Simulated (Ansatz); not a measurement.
**CsPbCl3: energy along a strain**

CsPbCl3, Pm-3m, a = 5.605 Å (as given, not relaxed at this level: -1.2 GPa). The structure is a COD entry; whether it is the stable form wasn't checked. Ansatz: LDA, PAW, 420 eV, Γ-centred 6×6×6 mesh on 5 atoms, Gaussian smearing 0.05 eV; no spin polarisation. Cell vectors (Å): 5.605 0.000 0.000; 0.000 5.605 0.000; 0.000 0.000 5.605. The cell is strained by x per cent times the pattern (1 -1 0 0 0 0) in the order xx yy zz yz xz xy (engineering shears), with fractional coordinates held. y is the free energy over the start, V0 = 35.217 Å³/atom. Symmetry makes y even in x.

| x (%) | y (meV/atom) |
| --- | --- |
| -6.00 | 40.87 |
| -3.00 | 9.90 |
| 0.00 | 0.00 |
| 1.50 | ? |
| 4.50 | 22.57 |
| 5.25 | 30.98 |

Problem. Fit y = c2 x² + c4 x⁴ to the other rows, get the stiffness along the pattern, and predict the missing energy.

Solution. Least squares on the rows shown. y = 1.0879 x² + 0.0013148 x⁴. The clamped-ion stiffness p·C·p = 2 × 10.88 eV × 160.2 / 35.217 Å³ = 99 GPa (second derivative at the start, which stands under stress). At x = 1.50 the fit asked for gives 2.45 meV/atom. The run gave 2.46 meV/atom, so the fit is 0.01 meV/atom too low, a small miss on the scale of the series.

Spin–orbit coupling is left out, which can shift energies with elements as heavy as these.

Symmetry holds off the tilts and polar distortions that many cubic perovskites undergo.